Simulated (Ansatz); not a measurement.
# Notes on SiMo3

```
Si Mo
1.0
     4.96311    0.00000    0.00000
     0.00000    4.96311    0.00000
     0.00000    0.00000    4.96311
Si Mo
2 6
Direct
  0.00000 0.00000 0.00000
  0.50000 0.50000 0.50000
  0.25000 0.00000 0.50000
  0.50000 0.75000 0.00000
  0.75000 0.00000 0.50000
  0.50000 0.25000 0.00000
  0.00000 0.50000 0.75000
  0.00000 0.50000 0.25000
```

Method: r2SCAN, no spin polarisation; PAW, plane waves to 500 eV, 7×7×7 Γ-centred mesh, fermi-dirac occupations (width 0.1 eV) (Ansatz 0.2.0), atoms fixed.

Problem. Give the Bader charges.

Solution. Bader charges in e: Si -0.64, Mo +0.21. In the mean Mo gives up most and Si takes most, against the order of Pauling's electronegativities.

Problem. What does the stress say?

Solution. The pressure is -11.5 GPa (compression positive), so with the atoms held at these fractions the cell would first shrink.

Problem. Describe some of the short contacts.

Solution. Mo–Mo at 2.48 Å: least valence density 0.59 e/Å³ and ELF 0.32 there. Both are smooth PAW fields, read partly inside the augmentation spheres.

Problem. Is there a gap?

Solution. It is a metal, with about 3.6 states/eV a cell as the mean within 0.25 eV of the Fermi level, mostly Mo d (87 %).

Problem. What is the formation energy?

Solution. -0.30 eV an atom against the elements' usual phases (free molecules for gases, crystals otherwise, with no correction for O₂ or N₂), so it is bound against them; other compounds may still compete. Relaxing would lower it.

Origin: a database entry at a rescaled volume. Caveats: atoms or cell far from equilibrium.
